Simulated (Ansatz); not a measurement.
Here is the system:

Si₂Ni:
```cif
data_NiSi2
_chemical_formula_sum 'Si2 Ni1'
_space_group_name_H-M_alt 'P 1'
_space_group_IT_number 1
_cell_length_a 3.78160
_cell_length_b 3.78160
_cell_length_c 3.78160
_cell_angle_alpha 60.000
_cell_angle_beta 60.000
_cell_angle_gamma 60.000
loop_
_space_group_symop_operation_xyz
  'x, y, z'
loop_
_atom_site_label
_atom_site_type_symbol
_atom_site_fract_x
_atom_site_fract_y
_atom_site_fract_z
_atom_site_occupancy
Si1 Si 0.25000 0.25000 0.25000 1
Si2 Si 0.75000 0.75000 0.75000 1
Ni1 Ni 0.00000 0.00000 0.00000 1
```

This is the LDA-relaxed structure.

Q: All from LDA in the plane-wave PAW code Ansatz, unless another level is named. Predict the electronic character.

A: metallic (no gap).

Q: What about the formation energy from the elements (no fitted shifts)?

A: -0.47 eV/atom.

Q: Next, the density of states at the Fermi level?

A: 0.28 states/eV per atom (mean over ±0.08 eV).

Space group Fm-3m (fluorite or antifluorite type). The LDA relaxation kept the symmetry of its start; of distortions, only those at the zone centre were tested. No spin polarisation was allowed. The references are the lowest solids computed at this level, not always the standard phases.

Potentials: the earlier of the program's two PAW sets.
